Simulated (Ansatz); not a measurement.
Given:

TaAl:
```cif
data_AlTa
_chemical_formula_sum 'Ta1 Al1'
_space_group_name_H-M_alt 'P4/mmm'
_space_group_IT_number 123
_space_group_name_Hall '-P 4 2'
_cell_length_a 2.83466
_cell_length_b 2.83466
_cell_length_c 4.18548
_cell_angle_alpha 90.000
_cell_angle_beta 90.000
_cell_angle_gamma 90.000
loop_
_atom_site_label
_atom_site_type_symbol
_atom_site_symmetry_multiplicity
_atom_site_Wyckoff_symbol
_atom_site_fract_x
_atom_site_fract_y
_atom_site_fract_z
_atom_site_occupancy
Ta1 Ta 1 a 0.00000 0.00000 0.00000 1
Al1 Al 1 d 0.50000 0.50000 0.50000 1
```

This is the PBE-relaxed structure.

**Question.** All from PBE in the plane-wave PAW code Ansatz, unless another level is named. Predict the density of states at the Fermi level.

**Answer.** 0.28 states/eV per atom (mean over ±0.08 eV).

**Question.** Predict the formation energy from the elements (no fitted shifts).

**Answer.** -0.22 eV/atom.

**Question.** Next, the gap with spin–orbit coupling?

**Answer.** none (metallic).

The start of the workflow was typed in or built on a structure type; neither database checked (COD, Materials Project) lists it. Whether it is the stable phase at ambient conditions was not checked. The cell was relaxed with PBE under the symmetry of its start; its stability against distortions is not shown here. The run is not spin-polarised. The references are the lowest solids computed at this level, not always the standard phases. Spin–orbit coupling is left out wherever it is not named.

Potentials: the earlier of the program's two PAW sets.
